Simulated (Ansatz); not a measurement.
One starting cell of HfO₂ (a generated trial cell of HfO2 in the baddeleyite structure type) was relaxed twice with Ansatz (plane waves, PAW, scalar-relativistic): with r2SCAN at 500 eV and with PBE at 420 eV. The r2SCAN result:

```
HfO2
1.0
    5.11418     0.00000     0.00000
    0.00000     5.18192     0.00000
   -0.87081     0.00000     5.22378
Hf O
4 8
Direct
  0.27620   0.04186   0.20826
  0.72380   0.54186   0.29174
  0.72380   0.95814   0.79174
  0.27620   0.45814   0.70826
  0.07004   0.33376   0.34403
  0.92996   0.83376   0.15597
  0.92996   0.66624   0.65597
  0.07004   0.16624   0.84403
  0.44797   0.75767   0.47848
  0.55203   0.25767   0.02152
  0.55203   0.24233   0.52152
  0.44797   0.74233   0.97848
```

| quantity | r2SCAN | PBE |
|---|---|---|
| space group | P2₁/c | P2₁/c |
| volume (Å³/atom) | 11.54 | ___ |
| a (Å) | 5.114 | ___ |
| b (Å) | 5.182 | ___ |
| c (Å) | 5.296 | ___ |
| gap (eV, no spin-orbit coupling) | 4.60 | ___ |

What does PBE give for the same quantities?


- volume (Å³/atom), PBE: 11.83
- a (Å), PBE: 5.162
- b (Å), PBE: 5.213
- c (Å), PBE: 5.353
- gap (eV, no spin-orbit coupling), PBE: 4.04

Both levels end in the same structure; PBE's volume is 2.6 % larger; its gap is 0.56 eV smaller. Neither column is exact.

No spin polarisation in the result.

The run could not lose the symmetry of its start.

The first start was generated by placing the elements on the sites of a structure type. A measured structure of HfO2 has the same space group, P2₁/c (No. 14); the sites were not compared with it.

Ansatz is a quantum-chemistry and plane-wave program.
